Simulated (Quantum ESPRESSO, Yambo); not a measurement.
At a photon energy of 8.62 eV, RPA with local fields on PBEsol bands shifted by a G0W0 scissor of 2.59 eV (Quantum ESPRESSO and Yambo; 3×3×2 mesh, 154 bands, 3 Ry local-field block, 0.2 eV broadening) gives ε = 3.4 + 0.7i for K$_{2}$CO$_{3}$ (space group P6_3/mmc, No. 194), field along x. Axes are Cartesian, with cell vectors (Å) (5.74, 0.00, 0.00), (-2.87, 4.97, 0.00), (0.00, 0.00, 6.82).

**Question.** Work out n, κ, the normal-incidence reflectivity, the absorption coefficient and the penetration depth.

**Answer.** 
|ε| = 3.47; n = √((|ε| + ε1)/2) = 1.85, κ = √((|ε| − ε1)/2) = 0.19. R = ((n − 1)² + κ²)/((n + 1)² + κ²) = 0.09. α = 2Eκ/(ħc) with ħc = 197.327 eV nm: 0.0165 per nm = 1.6 × 10⁵ per cm, a 1/e depth of 61 nm. The computed direct gap is 6.07 eV, and the energy scale of the real crystal may differ from it. Excitonic effects are left out, and values at one energy depend on mesh and broadening. The scissor comes from a G0W0 run whose convergence isn't established. Convergence of the RPA response with its 3×3×2 mesh was not tested.

Geometry of the Materials Project entry, not relaxed at this level; primitive cell a = 5.742 Å, b = 5.742 Å, c = 6.816 Å, α = 90.00°, β = 90.00°, γ = 120.00°.

The structure is a Materials Project entry; no match was found in the copy of COD used, and its stability was not checked.
